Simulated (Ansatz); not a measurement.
Ansatz (a quantum-chemistry and plane-wave program) input:

Ansatz 0.2 input:
```yaml
crystal:
  lattice:
    - [4.2111678092, 0.0, 0.0]
    - [0.0, 4.2111678092, 0.0]
    - [0.0, 0.0, 9.0958829796]
  atoms:
    - { symbol: Pb, position: [0.0, 0.5, 0.8415698348] }
    - { symbol: Pb, position: [0.5, 0.0, 0.1584301652] }
    - { symbol: I, position: [0.5, 0.0, 0.6691079794] }
    - { symbol: I, position: [0.0, 0.5, 0.3308920206] }
    - { symbol: F, position: [0.0, 0.0, 0.0] }
    - { symbol: F, position: [0.5, 0.5, 0.0] }
kpoints:
  mp_grid: { grid: [4, 4, 2] }
hamiltonian:
  xc: hse06
  pseudopotentials: { kind: paw }
scf:
  n_extra_bands: 6
  occupations: { method: fixed }
output:
  eigenvalues: true
  eigenstates:
    e_range: [-9.0, 11.4]
    kpoints:
      - [0.0, 0.0, 0.5]  # VBM
      - [0.0, 0.0, 0.5]  # CBM
```

Output (shortened):

```
Pseudopotential: Pb, paw, valence charge 14
Pseudopotential: I, paw, valence charge 17
Pseudopotential: F, paw, valence charge 7
Functional definition: HSE06
davidson cushion auto → on  (no smearing: the cushion is to keep the highest requested band from converging to the state above it …
Crystal: 6 atoms, lattice volume = 161.306 Å³
Basis set: ecut = 420 eV, 3107 PW (Γ)
Bands: 44, of which v1, the nominal top of the filled ones, is band 38 counted from 1 (37 counted from 0)
Symmetry: 16 space group operations
Space group: P4/nmm (ITA 129), of the structure as read, at distance tolerance 5.4e-5 Å
k-points: 12 of 32
SCF iter   1: F=—  HF=-40458.767124 eV  |F-HF|=—  |Δ(HF+E_count)|=         —  Δρ=1.07e-3  dr2=2.84e-3  ethr=1.77e-3  ⟨swp⟩=6.0  Hψ=2152  notcnv=0
preconditioner: auto → none
SCF iter   2: F=—  HF=-40458.770552 eV  |F-HF|=—  |Δ(HF+E_count)|=   3.43e-3  Δρ=9.94e-4  dr2=5.28e-3  ethr=3.73e-6  ⟨swp⟩=5.2  Hψ=1946  notcnv=0
iter 3 solved again at ethr=3.26e-7 eV; its pass at ethr=3.73e-6 eV (dr2=2.48e-4 eV) is discarded
SCF iter   3: F=-40458.769979 eV  HF=-40458.769850 eV  |F-HF|=1.29e-4  |Δ(HF+E_count)|=   7.02e-4  Δρ=4.31e-4  dr2=2.54e-4  ethr=3.26e-7  ⟨swp⟩=3.2  Hψ=2512  notcnv=0
SCF 1 stopped early in 3 iterations: F = -40458.769979 eV  dr2 = 2.54e-4
Crystal: 6 atoms, lattice volume = 161.306 Å³
Exchange kernel: α = 0.2500, screened, ω = 0.2079 Å⁻¹, Wigner–Seitz truncation, v(0) = 1040.1474 eV·Å³, q-mesh 4×4×2, nearest image of the exchange supercell L …
Frozen-core exchange: fock
SCF iter   1: F=—  HF=-40474.911035 eV  |F-HF|=—  |Δ(HF+E_count)|=         —  Δρ=7.63e-3  dr2=1.11e-1  ethr=3.34e-6  ⟨swp⟩=7.3  Hψ=2617  notcnv=0
preconditioner: auto → none
SCF iter   2: F=—  HF=-40474.882823 eV  |F-HF|=—  |Δ(HF+E_count)|=   2.82e-2  Δρ=5.62e-3  dr2=3.37e-2  ethr=3.34e-6  ⟨swp⟩=5.0  Hψ=1890  notcnv=0
SCF iter   3: F=—  HF=-40474.876825 eV  |F-HF|=—  |Δ(HF+E_count)|=   6.00e-3  Δρ=1.43e-3  dr2=7.67e-3  ethr=3.34e-6  ⟨swp⟩=4.2  Hψ=1742  notcnv=0
SCF iter   4: F=—  HF=-40474.893692 eV  |F-HF|=—  |Δ(HF+E_count)|=   1.69e-2  Δρ=1.23e-3  dr2=4.26e-3  ethr=3.34e-6  ⟨swp⟩=4.3  Hψ=1676  notcnv=0
SCF iter   5: F=—  HF=-40474.892505 eV  |F-HF|=—  |Δ(HF+E_count)|=   1.19e-3  Δρ=3.61e-4  dr2=2.59e-4  ethr=3.34e-6  ⟨swp⟩=3.9  Hψ=1314  notcnv=0
SCF iter   6: F=—  HF=-40474.892712 eV  |F-HF|=—  |Δ(HF+E_count)|=   2.07e-4  Δρ=1.99e-4  dr2=1.02e-4  ethr=2.94e-7  ⟨swp⟩=4.0  Hψ=1470  notcnv=0
SCF iter   7: F=-40474.892690 eV  HF=-40474.892694 eV  |F-HF|=3.75e-6  |Δ(HF+E_count)|=   1.85e-5  Δρ=5.91e-5  dr2=1.51e-5  ethr=1.24e-7  ⟨swp⟩=2.9  Hψ=1206  notcnv=0
SCF 2 stopped early in 7 iterations: F = -40474.892690 eV  dr2 = 1.51e-5
hybrid outer 1: dexx = +1.901e-2 eV, tail = 6.07e-5 eV
Crystal: 6 atoms, lattice volume = 161.306 Å³
Exchange kernel: α = 0.2500, screened, ω = 0.2079 Å⁻¹, Wigner–Seitz truncation, v(0) = 1040.1474 eV·Å³, q-mesh 4×4×2, nearest image of the exchange supercell L …
Frozen-core exchange: fock
SCF iter   1: F=—  HF=-40474.892391 eV  |F-HF|=—  |Δ(HF+E_count)|=         —  Δρ=7.21e-5  dr2=7.93e-6  ethr=4.00e-7  ⟨swp⟩=3.0  Hψ=1191  notcnv=0
preconditioner: auto → none
iter 2 solved again at ethr=2.59e-10 eV; its pass at ethr=9.25e-9 eV (dr2=1.97e-7 eV) is discarded
SCF iter   2: F=—  HF=-40474.892391 eV  |F-HF|=—  |Δ(HF+E_count)|=   2.00e-7  Δρ=1.59e-5  dr2=3.15e-7  ethr=2.59e-10  ⟨swp⟩=3.1  Hψ=2995  notcnv=0
SCF iter   3: F=—  HF=-40474.892392 eV  |F-HF|=—  |Δ(HF+E_count)|=   7.31e-7  Δρ=8.60e-6  dr2=1.45e-7  ethr=2.59e-10  ⟨swp⟩=4.4  Hψ=1590  notcnv=0
SCF iter   4: F=-40474.892392 eV  HF=-40474.892392 eV  |F-HF|=5.68e-10  |Δ(HF+E_count)|=   2.45e-8  Δρ=3.23e-6  dr2=7.41e-9  ethr=1.77e-10  ⟨swp⟩=3.0  Hψ=1220  notcnv=0
SCF 3 converged in 4 iterations: F = -40474.892392 eV  dr2 = 7.41e-9
hybrid outer 2: dexx = +7.337e-7 eV, tail = 3.05e-8 eV, Δε = 3.16e-3 eV (about 9.41e-5 eV left of the loop's levels)
NSCF: frozen V_eff on 2 k-points
hybrid SCF converged: 2 outer / 11 inner (+3 warm-up), last move |dexx| = 7.34e-7 eV, tail = 3.05e-8 eV
Stability not checked (fock_operator)
Free energy (F): -40474.892392 eV
Frozen-core exchange: fock
Harris-Foulkes:  -40474.892392 eV  (|F-HF|=5.68e-10)
Internal energy: -40474.892392 eV  (E = F + TS)
E sigma→0 (E₀):  -40474.892392 eV
Fermi energy:    5.991516 eV
--- Per-component energies (eV) ---
  E_band       = -1072.607391
  E_kinetic    = 1364.602349
  E_local      = -7632.856185  (includes V_loc(G=0)·N_el)
  E_nonlocal   = 662.109794
  E_hartree    = 3522.547337
  E_xc         = -686.921257
  E_vxc        = -581.190754  (∫ρ·V_xc dr)
  E_exx        = -216.146403  (= α·E_x^exact, valence–valence)
  E_paw        = -30812.041457  (= ΣΔE_a)
  E_vpaw       = -1498.080343  (= ΣTr[D̂ρ^β])
  E_aug_tail   = 0.004087  (compensation charges beyond the density's cutoff)
  E_ewald      = -6676.077043
  E_core_change = -0.113614  (= ΣΔE_core)
  E_smearing   =  0.000000  (= −TS)
  E_closure    =  0.000000  (closes the sum)
  Σ components = -40474.892392   (vs F -40474.892392, Δ=0.00e0)
  [band-id]    e_kinetic+e_local+e_nonlocal+2·e_hartree+e_vxc+2·e_exx+e_vpaw+e_augmentation_tail = -1072.609183   (vs E_band -1072.607391, Δ=-1.79e-3)
--- Band table (eV; the first three rows and the last of 12) ---
  k-point 0: bands = ["-40.0035", "-40.0034", "-40.0012", "-40.0011", "-39.9780", "-39.9780", "-39.9777", "-39.9777", "-39.9692", "-39.9692", "-19.2935", "-18.9310", "-11.7407", "-11.7407", "-11.7302", "-11.7222", "-11.7051", "-11.6898", "-11.6898", …
  k-point 1: bands = ["-40.0035", "-40.0034", "-40.0012", "-40.0011", "-39.9780", "-39.9780", "-39.9777", "-39.9777", "-39.9692", "-39.9692", "-19.2935", "-18.9310", "-11.7407", "-11.7407", "-11.7302", "-11.7222", "-11.7052", "-11.6899", "-11.6899", …
  k-point 2: bands = ["-40.0035", "-40.0034", "-40.0009", "-40.0009", "-39.9780", "-39.9780", "-39.9778", "-39.9777", "-39.9691", "-39.9691", "-19.2376", "-18.9813", "-11.7388", "-11.7340", "-11.7148", "-11.7119", "-11.7021", "-11.6897", "-11.6743", …
  k-point 11: bands = ["-40.0036", "-40.0036", "-40.0002", "-40.0002", "-39.9781", "-39.9781", "-39.9778", "-39.9778", "-39.9689", "-39.9689", "-19.0965", "-19.0965", "-11.7160", "-11.7160", "-11.6950", "-11.6950", "-11.6811", "-11.6811", "-11.6457", …
```

Cost: roughly 110 core-seconds on shared cores.

The points marked VBM and CBM come from a semilocal run.

The first step of the workflow began from a Materials Project structure, measured or hypothetical; the Crystallography Open Database files this formula in space group No. 129, but the cells were not matched. Whether it is the stable phase at ambient conditions was not checked. The r²SCAN+D4 relaxation kept the symmetry of its start; its stability against distortions is not shown here. Scalar-relativistic: spin–orbit coupling is off unless named, which matters more the heavier the elements.

Potentials: the later of the program's two PAW sets.

Ansatz is a plane-wave DFT program.
